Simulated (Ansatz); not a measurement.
# ZnCu (CsCl type): frozen-phonon scan

Relaxed ZnCu (CsCl type):

```
CELL_PARAMETERS angstrom
      2.96382     0.00000     0.00000
      0.00000     2.96382     0.00000
      0.00000     0.00000     2.96382
ATOMIC_POSITIONS crystal
  Zn 0.00000 0.00000 0.00000
  Cu 0.50000 0.50000 0.50000
```

The atoms are displaced by Q × the pattern below (from a DFPT mode at Γ, largest move 1; Q in Å), at fixed cell. It is one choice among 3 degenerate patterns.

```json
[
 {"atom": "Zn1", "x": "0.000", "y": "0.000", "z": "-0.972"},
 {"atom": "Cu2", "x": "0.000", "y": "0.000", "z": "1.000"}
]
```

Computed with PBE (plane waves to 420 eV, PAW, scalar-relativistic; Ansatz, an electronic-structure program). k mesh 16×16×16 (Γ-centred), Fermi-Dirac smearing 0.05 eV. Energies are smeared free energies. Compression counts positive. With partly filled bands, energies and forces of such displacements shift with the k mesh and the smearing. ZnCu is run without spin polarisation. ZnCu was relaxed with its symmetry unable to fall. The zero of ΔE is the undisplaced structure.

| Q (Å) | ΔE (meV/cell) | −dE/dQ from forces (eV/Å) | P (GPa) |
|---|---|---|---|
| -0.280 | 641 | 4.312 | 14.7 |
| -0.233 | 453 | 3.735 | 10.5 |
| -0.187 | 293 | 3.076 | 6.8 |
| -0.140 | 167 | 2.353 | 3.9 |
| -0.093 | 74 | 1.588 | 1.8 |
| -0.047 | 19 | 0.800 | 0.4 |
| 0.000 | 0 | 0.000 | 0.0 |
| 0.047 | 19 | -0.800 | 0.4 |
| 0.093 | 74 | -1.588 | 1.8 |
| 0.140 | 167 | -2.353 | 3.9 |
| 0.187 | 293 | -3.076 | 6.8 |
| 0.233 | 453 | -3.735 | 10.5 |
| 0.280 | 641 | -4.312 | 14.7 |

Summary:

| Quantity | Result |
|---|---|
| Energy at Q = 0.280 Å | 641 meV/cell |
| Space group of the distorted cell | P4mm (No. 99), lowered from Pm-3m |
| Symmetry of the curve | even: the same for both signs |
| Shape of the curve | a single well with its minimum at or next to zero displacement |
| Harmonic wavenumber from the curvature (finite differences) | 193 cm⁻¹ |
| Wavenumber by perturbation theory (DFPT, on another k mesh) | 193 cm⁻¹ |

(For displaced atoms, the force is minus the slope of the energy, and its curvature is a force constant, which sets phonon frequencies.)
